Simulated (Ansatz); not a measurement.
Mg2Pt in space group I4/mcm (No. 140; Mg on 8h, Pt on 4a) at seven volumes, plane-wave PAW PBEsol (Ansatz code), shape and atoms relaxed at each. One row is withheld.

```tsv
V (Å³/atom)	P (GPa)
16.979	8.87
17.539	5.44
18.098	2.48
18.658	0.00
19.218	-2.14
19.778	-3.76
20.337	?
```

Q: Fit the shown pressures and predict the withheld one.

A: Third-order Birch–Murnaghan: P = (3/2)B₀(x^(7/2) − x^(5/2))[1 + (3/4)(B′ − 4)(x − 1)] with x = (V₀/V)^(2/3). Least squares on the six rows gives V₀ = 18.659 Å³/atom, B₀ = 75.15 GPa, B′ = 4.79. At V = 20.337, x = 0.9442 and P = -5.27 GPa. The run itself gave -5.15 GPa.

The workflow started from a Materials Project entry (that database holds measured and hypothetical structures alike); the Crystallography Open Database copy checked does not list it. Whether it is the stable phase at ambient conditions was not checked. The PBEsol relaxation kept the symmetry of its start; whether a distortion lowers the energy is not shown. No spin polarisation was allowed. Scalar-relativistic: spin–orbit coupling is off unless named, which matters more the heavier the elements.

Potentials: the later of the program's two PAW sets.
